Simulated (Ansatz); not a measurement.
Relaxation of a generated trial cell of SiNi in the rocksalt structure type; 2 atoms in the cell, which starts as Fm-3m (No. 225), cF8; a = 4.9516 Å, b = 4.9516 Å, c = 4.9516 Å, α = 90.00°, β = 90.00°, γ = 90.00°. These are PBEsol (plane waves to 420 eV, PAW, scalar-relativistic; Ansatz, a first-principles code) values and carry that method's errors. Γ-centred k-mesh 8×8×8 on the run's cell (coarser than for final values), Fermi–Dirac smearing 0.05 eV. This is the first round of the run. Spin-polarised start, with parallel moments on Ni.

The optimiser's lines from the output (shortened; P is positive under compression):

```
relax step   1: F+E_penalty+E_count = -6426.22539664 eV  Δ(F+E_penalty+E_count) = +0.000e0 eV  max|allowed force component| = 4.076e-29 eV/Å  Δτ_max = 0.0000 Å  P = -17.785 GPa  Ω = 30.351 Å³  (13 SCF iters, dr2 threshold 1.00e-7 eV, accepted)
relax step   2: F+E_penalty+E_count = -6426.49366904 eV  Δ(F+E_penalty+E_count) = -2.683e-1 eV  max|allowed force component| = 4.473e-29 eV/Å  Δτ_max = 0.0000 Å  P = -7.206 GPa  Ω = 27.083 Å³  (12 SCF iters, dr2 threshold 2.00e-7 eV, accepted)
relax step   3: F+E_penalty+E_count = -6426.52207977 eV  Δ(F+E_penalty+E_count) = -2.841e-2 eV  max|allowed force component| = 3.017e-29 eV/Å  Δτ_max = 0.0000 Å  P = +3.011 GPa  Ω = 25.235 Å³  (10 SCF iters, dr2 threshold 2.00e-7 eV, accepted)
relax step   4: F+E_penalty+E_count = -6426.52630631 eV  Δ(F+E_penalty+E_count) = -4.227e-3 eV  max|allowed force component| = 4.764e-29 eV/Å  Δτ_max = 0.0000 Å  P = -0.266 GPa  Ω = 25.753 Å³  (9 SCF iters, dr2 threshold 2.00e-7 eV, accepted)
relax step   5: F+E_penalty+E_count = -6426.52635234 eV  Δ(F+E_penalty+E_count) = -4.603e-5 eV  max|allowed force component| = 9.039e-29 eV/Å  Δτ_max = 0.0000 Å  P = -0.002 GPa  Ω = 25.709 Å³  (7 SCF iters, dr2 threshold 1.77e-7 eV, accepted)
relax step   6: F+E_penalty+E_count = -6426.52536968 eV  Δ(F+E_penalty+E_count) = +9.827e-4 eV  max|allowed force component| = 8.171e-29 eV/Å  Δτ_max = 0.0000 Å  P = -0.001 GPa  Ω = 25.709 Å³  stress off target by 7.48e-4 GPa  SCF on the basis re-selected at this cell (its energy is not comparable with the rows above)  (11 SCF iters)
```

From the first to the last row the energy changes by -0.15 eV/atom and the volume by -15.3 %. The last row is marked as not comparable with the walk above it, whose basis was carried along; it does compare with step 1, since both stand on a basis selected at the nominal cutoff for their own cell.

Later rounds, restarted from the end of this one on a renewed k-mesh, logged 8 more steps and released under 0.01 eV/atom more. The final structure after all rounds: Fm-3m (No. 225), cF8, rock salt type; a = b = c = 4.683 Å, α = β = γ = 90.00°. Between re-selections the logged energies stand on a plane-wave basis carried along with the cell. No spin polarisation in the result: the starting moments vanished. A magnetic state may lie lower.

The run could not lose the symmetry of its start: the end is stationary, and may be a saddle point rather than a minimum.

All atoms sit on sites fixed by symmetry, so only the cell could relax.

The relaxed structure here is a generated cell of SiNi: the first start was made by placing the elements on the sites of a structure type, and the end was not matched to a known phase here, so it may be hypothetical. Known forms of SiNi include space group No. 62.
